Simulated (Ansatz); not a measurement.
## Fields on a plane of Se (trigonal-Se type, space group P3_121)

```
Se
1.0
    4.52940     0.00000     0.00000
   -2.26470     3.92257     0.00000
    0.00000     0.00000     5.04244
Se
3
Direct
  0.21841   0.00000   0.83333
  0.00000   0.21841   0.16667
  0.78159   0.78159   0.50000
```

The slice is a (0001) plane (indices of the conventional cell) through the point (0.218, 0.000, 0.833) (fractional), spanned by u = [110] and v = [1 -1 0] in vectors of this cell: u (4.53 Å) and v (7.85 Å, at 90° to u). It covers one period; positions are fractions (u, v).

Atoms on it: Se at (0.00, 0.00); Se at (0.50, 0.50).

The numbers are results of PBE (plane waves to 420 eV, PAW, scalar-relativistic; Ansatz, a quantum-chemistry and plane-wave program), not measurements. k mesh 9×9×7. These are valence fields of a PAW run, semicore shells included where kept as valence: close to a nucleus they are smooth pseudo fields. Se was relaxed with its symmetry unable to fall. The PAW data are Ansatz's earlier set.

```
|=:.         :+%#|
|%+:.        .=%@|
|*=:          :=*|
|-:.           .:|
|.               |
|                |
|                |
|                |
|                |
|        ...     |
|       .:::.    |
|       .:--.    |
|    .::  .:.    |
|    .=+:  .     |
|    :+%#=:.     |
|    .=%@%+:.    |
|     :=**=:     |
|      .:-:.     |
|        .       |
|                |
|                |
|                |
|                |
|...             |
|:::.           .|
|:--.           .|
| .:.        .:: |
|  .         .=+:|
```
Scale: ten equal steps from 0.003 (start of ' ') to 0.276 (end of '@'), in the order ' .:-=+*#%@'. Values: density of the lowest conduction band (whole band as if filled, smooth part) in e/Å³. The map has 16 points along u (one character each, u = 0 at the left) and 28 along v (v = 0 in the bottom row). 

```tsv
v \ u	0.00	0.12	0.25	0.38	0.50	0.62	0.75	0.88
0.96	1.4	0.3	-0.5	-1.3	-1.5	-1.1	-0.5	0.2
0.86	-0.4	-0.6	-1.1	-1.5	-1.5	-1.2	-0.9	-0.6
0.75	-1.2	-1.4	-1.6	-1.6	-1.5	-1.5	-1.4	-1.3
0.64	-1.6	-1.5	-1.1	-0.6	-0.5	-0.7	-1.2	-1.5
0.54	-1.6	-1.2	-0.5	0.3	1.4	0.3	-0.5	-1.3
0.43	-1.5	-1.1	-0.6	-0.1	0.5	0.0	-0.6	-1.3
0.32	-1.6	-1.3	-1.1	-0.9	-0.7	-0.9	-1.3	-1.7
0.21	-1.2	-1.4	-1.4	-1.4	-1.4	-1.5	-1.5	-1.4
0.11	-0.1	-0.3	-0.9	-1.5	-1.7	-1.4	-0.8	-0.3
0.00	1.8	0.5	-0.4	-1.2	-1.6	-1.1	-0.4	0.5
```

Values: log₁₀ of the valence density in e/Å³. The scale is logarithmic, as a density can span decades between atoms and voids.
